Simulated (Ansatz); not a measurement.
Space group P6_3/mmc (No. 194). a = 4.380 Å, b = 4.380 Å, c = 5.539 Å, α = 90.00°, β = 90.00°, γ = 120.00°
```json
{"atom": "Bi", "site": "2c", "symmetry": "-6m2", "x": "0.3333", "y": "0.6667", "z": "0.2500"}
{"atom": "Pt", "site": "2a", "symmetry": "-3m.", "x": "0.0000", "y": "0.0000", "z": "0.0000"}
```

Equation of state of this BiPt structure (not necessarily the ground state), with shape and atoms relaxed at each volume where symmetry leaves them free. It has no gap at any of these volumes. Computed with Ansatz 0.2.0, DFT r2SCAN, scalar-relativistic, plane waves, PAW.

Cutoff 500 eV; k points 12×12×8 on the computed 4-atom cell (Γ-centred); Gaussian smearing, width 0.10 eV; no spin polarisation.

```tsv
V (Å³/atom)	E − E(largest V) (meV/atom)	P (GPa)
20.246	88.14	20.87
20.936	12.97	14.18
21.626	-35.79	8.59
22.317	-62.39	3.90
23.007	-70.48	0.00
23.697	-63.17	-3.25
24.387	-43.06	-5.95
25.307	0.00	-8.87
```

Task: Fit a third-order Birch–Murnaghan equation to E(V).

Result: V0 = 23.01 Å³/atom, B0 = 119 GPa, B0' = 5.0.

Spin-orbit coupling is left out, which matters for the bands of heavy elements.

Cost: 8 runs of about 20 core-minutes in all, on Arm Neoverse V2 (shared hosts).